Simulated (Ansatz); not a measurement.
GaP (zinc blende, space group No. 216), r²SCAN in the plane-wave PAW code Ansatz: ε∞ = 9.36, cell volume 40.50 Å³. Infrared-active transverse modes:

```json
[
 {"ω_TO (cm⁻¹)": "359.7", "oscillator strength S_xx (e²/amu)": "0.2152"}
]
```

### Question
Compute the static dielectric constant.

### Answer
Each mode adds (4.921e7/V) S/ω²: 2.02. So ε0 = 11.4.

### Question
What LO frequency does the Lyddane–Sachs–Teller relation give?

### Answer
ω_LO = ω_TO √(ε0/ε∞) = 397 cm⁻¹.

Space group F-43m (zinc blende). The r²SCAN relaxation kept the symmetry of its start; phonons on a q-mesh show no instability. Spin–orbit coupling is left out wherever it is not named.

Potentials: the later of the program's two PAW sets.
